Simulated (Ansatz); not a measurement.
MnIr (P4/mmm): majority and minority states

The geometry is a structure as deposited in COD, held fixed and not relaxed.

Functional, mesh and filling: PBEsol, 14×14×11 k mesh, Fermi–Dirac smearing of 0.03 eV. LAPW is all-electron LAPW in Ansatz 0.2.0. Site moments are integrated in spheres about the atoms.

The input and its command:

```yaml
crystal:
  lattice:
    - [2.7258966415, 0.0, 0.0]
    - [0.0, 2.7258966415, 0.0]
    - [0.0, 0.0, 3.643]
  atoms:
    - { symbol: Mn, position: [0.5, 0.5, 0.5], spin: 1.6 }
    - { symbol: Ir, position: [0.0, 0.0, 0.0] }
magnetization:
  spin_polarized: true
kpoints:
  mp_grid: { grid: [14, 14, 11] }
scf:
  occupations: { method: fermi_dirac, width: 0.03 }
  lower_state_search: "off"
hamiltonian:
  xc: pbesol
  pseudopotentials: { kind: all_electron, lapw: { basis_error: 0.001 } }
output:
  forces: true
  stress: true
  eigenvalues: false
  populations: true
  dos: { projected: true, de: 0.1, e_range: [-8, 5] }
```

Command: `ansatz run input.yaml --threads 1 --pin off --max-ram 3072MiB --backend cpu --events-out ev --progress --plain --runs-dir out`

**Question.** Give the density of states by spin, smoothed by a Gaussian of 0.15 eV.

**Answer.** 
```
E − E_F (eV)  majority (states/eV/cell)  minority (states/eV/cell)
       -7.00                       0.19                       0.17
       -6.75                       0.22                       0.20
       -6.50                       0.31                       0.25
       -6.25                       0.48                       0.38
       -6.00                       0.68                       0.58
       -5.75                       0.83                       0.74
       -5.50                       1.03                       0.93
       -5.25                       1.23                       1.02
       -5.00                       1.35                       1.09
       -4.75                       1.47                       1.47
       -4.50                       1.21                       1.44
       -4.25                       1.08                       1.06
       -4.00                       1.07                       1.06
       -3.75                       1.02                       1.01
       -3.50                       1.04                       1.03
       -3.25                       1.28                       1.02
       -3.00                       1.39                       1.05
       -2.75                       1.37                       1.06
       -2.50                       1.71                       1.03
       -2.25                       1.77                       1.22
       -2.00                       1.48                       1.57
       -1.75                       1.67                       1.23
       -1.50                       1.82                       0.93
       -1.25                       1.79                       0.93
       -1.00                       1.75                       1.06
       -0.75                       1.53                       1.38
       -0.50                       1.39                       1.54
       -0.25                       1.28                       1.32
        0.00                       1.42                       1.00
        0.25                       1.69                       0.81
        0.50                       1.61                       1.13
        0.75                       1.50                       1.74
        1.00                       1.30                       1.80
        1.25                       0.76                       1.87
        1.50                       0.45                       2.17
        1.75                       0.33                       2.12
        2.00                       0.27                       1.16
        2.25                       0.24                       0.53
        2.50                       0.22                       0.40
        2.75                       0.22                       0.36
        3.00                       0.23                       0.30
        3.25                       0.26                       0.30
        3.50                       0.30                       0.32
        3.75                       0.30                       0.32
        4.00                       0.28                       0.31
        4.25                       0.27                       0.29
        4.50                       0.25                       0.28
```
Site moments (μB): Mn1 1.60, Ir2 -0.16. Cell moment 1.44 μB.

Löwdin populations of d and f shells (filled inner shells left out):

```tsv
shell	up	down
Mn1 3d	3.74	2.09
Ir2 5d	3.87	4.01
```

The Ansatz runs typed with the search for lower states off end where their start leads. Spin–orbit coupling is left out although heavy atoms are present. The magnetic state is the one that this cell and start allow. It needn't be the compound's measured order, which may need a larger cell or be absent.
